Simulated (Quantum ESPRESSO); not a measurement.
pw.x input (Quantum ESPRESSO 7.5; PBE, PseudoDojo stringent norm-conserving files, scalar-relativistic):

```
&CONTROL
  calculation = 'scf'
  pseudo_dir = './pseudo'
  outdir = './out'
  tprnfor = .true.
  tstress = .true.
/
&SYSTEM
  ibrav = 0
  nat = 4
  ntyp = 2
  ecutwfc = 102.0
  ecutrho = 408.0
  occupations = 'smearing'
  smearing = 'fd'
  degauss = 0.002
  nbnd = 33
  assume_isolated = '2D'
/
&ELECTRONS
  conv_thr = 4e-10
/
ATOMIC_SPECIES
O 15.9990 O.upf
Sn 118.7100 Sn.upf
CELL_PARAMETERS angstrom
  3.784981671000   0.000000000000   0.000000000000
  0.000000000000   3.784981671000   0.000000000000
  0.000000000000   0.000000000000  15.300000000000
ATOMIC_POSITIONS crystal
O   0.000000000000   0.500000000000   0.000000000000
O   0.500000000000   0.000000000000   0.000000000000
Sn   0.000000000000   0.000000000000   0.076549140700
Sn   0.500000000000   0.500000000000  -0.076549140700
K_POINTS automatic
8 8 1 0 0 0
```

End of the output:

```
     total energy              =    -952.65147365 Ry
     estimated scf accuracy    <       0.00000016 Ry
     total energy              =    -952.65147365 Ry
     estimated scf accuracy    <       0.00000001 Ry
     total energy              =    -952.65147366 Ry
     estimated scf accuracy    <          3.9E-09 Ry
[...]
     the Fermi energy is    -4.1062 ev
!    total energy              =    -952.65147366 Ry
     estimated scf accuracy    <          3.0E-11 Ry
     smearing contrib. (-TS)   =       0.00000000 Ry
     internal energy E=F+TS    =    -952.65147366 Ry
     The total energy is F=E-TS. E is the sum of the following terms:
     one-electron contribution =   -4315.45648354 Ry
     hartree contribution      =    2130.50185601 Ry
     xc contribution           =    -124.95204105 Ry
     ewald contribution        =    1357.25519492 Ry
     convergence has been achieved in  12 iterations
     Forces acting on atoms (cartesian axes, Ry/au):
     atom    1 type  1   force =     0.00000000    0.00000000    0.00000000
     atom    2 type  1   force =     0.00000000    0.00000000    0.00000000
     atom    3 type  2   force =     0.00000000    0.00000000    0.01798205
     atom    4 type  2   force =     0.00000000    0.00000000   -0.01798205
     Total force =     0.025430     Total SCF correction =     0.000088
```
In a gapped system the printed Fermi energy is only some level inside the gap.

Spin-orbit coupling is not included.

Geometry relaxed with PBEsol.
